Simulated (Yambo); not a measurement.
Yambo input for BeO (wurtzite, space group P6_3mc, No. 186) under isotropic strain of -3 % on all lattice vectors (a = b = 2.610 Å, c = 4.238 Å, α = β = 90.00°, γ = 120.00°), on PBEsol (Quantum ESPRESSO, PseudoDojo norm-conserving, 88 Ry, without SOC) wavefunctions on a 21×21×12 mesh:

```
optics
chi
dipoles
kernel
FFTGvecs= 40 Ry
Chimod= "HARTREE"
NGsBlkXd= 4 Ry
% QpntsRXd
 1 | 1 |
%
% BndsRnXd
 3 | 25 |
%
GrFnTpXd= "R"
% EnRngeXd
 0.0 | 20.0 | eV
%
% DmRngeXd
 0.2 | 0.2 | eV
%
CGrdSpXd= 50
ETStpsXd= 161
% LongDrXd
 1.0 | 0.0 | 0.0 |
%
% XfnQP_E
 2.896 | 1.0 | 1.0 |
%
```

First lines of the file o-*.eps_q1_inv_rpa_dyson:

```
Absorption @ Q(1):   1.00000000     0.00000000     0.00000000    [q->0 direction]
#
# [ X ] Hartree size     :   35
# [GEN] GF Energies     : Perdew, Burke & Ernzerhof SOL(X)+Perdew, Burke & Ernzerhof SOL(C)+ user defined corrections @E
# [GEN] Green`s Function     : Retarded
#
# [GEN] Gauge     : Length
# [GEN] [r,Vnl] included     : yes
#
#    E[1] [eV]     Im(eps)     Re(eps)     Im(eps_o)     Re(eps_o)
#
     0.000000     0.72170E-15     2.670319     -0.49181E-19     2.759588
     0.125000     0.264191E-3     2.670402     0.283221E-3     2.759676
     0.250000     0.528571E-3     2.670650     0.566644E-3     2.759942
     0.375000     0.793327E-3     2.671062     0.850468E-3     2.760384
     0.500000     0.001059     2.671641     0.001135     2.761004
     0.625000     0.001325     2.672385     0.001420     2.761802
     0.750000     0.001592     2.673296     0.001706     2.762778
     0.875000     0.001860     2.674374     0.001994     2.763934
     1.000000     0.002129     2.675620     0.002283     2.765270
     1.125000     0.002400     2.677034     0.002573     2.766786
     1.250000     0.002673     2.678619     0.002866     2.768485
     1.375000     0.002948     2.680374     0.003160     2.770366
     1.500000     0.003225     2.682302     0.003457     2.772433
     1.625000     0.003504     2.684403     0.003756     2.774685
     1.750000     0.003786     2.686680     0.004058     2.777126
     1.875000     0.004071     2.689133     0.004363     2.779756
     2.000000     0.004358     2.691765     0.004672     2.782577
     2.125000     0.004649     2.694578     0.004983     2.785592
     2.250000     0.004944     2.697574     0.005299     2.788803
     2.375000     0.005242     2.700755     0.005619     2.792212
     2.500000     0.005544     2.704123     0.005942     2.795823
     2.625000     0.005851     2.707681     0.006271     2.799637
     2.750000     0.006162     2.711433     0.006604     2.803657
     2.875000     0.006478     2.715380     0.006943     2.807888
     3.000000     0.006800     2.719526     0.007287     2.812331
     3.125000     0.007126     2.723875     0.007637     2.816991
     3.250000     0.007459     2.728429     0.007993     2.821872
     3.375000     0.007798     2.733193     0.008356     2.826977
     3.500000     0.008143     2.738171     0.008726     2.832311
     3.625000     0.008495     2.743366     0.009103     2.837878
     3.750000     0.008855     2.748783     0.009487     2.843683
     3.875000     0.009222     2.754428     0.009880     2.849730
     4.000000     0.009597     2.760304     0.010282     2.856026
```
(The file goes on to the top of the energy range.) Convergence of the RPA response with its 21×21×12 mesh was not tested. The scissor comes from a G0W0 run whose convergence isn't established.

Geometry strained from the cell relaxed with PBEsol, atoms relaxed again.
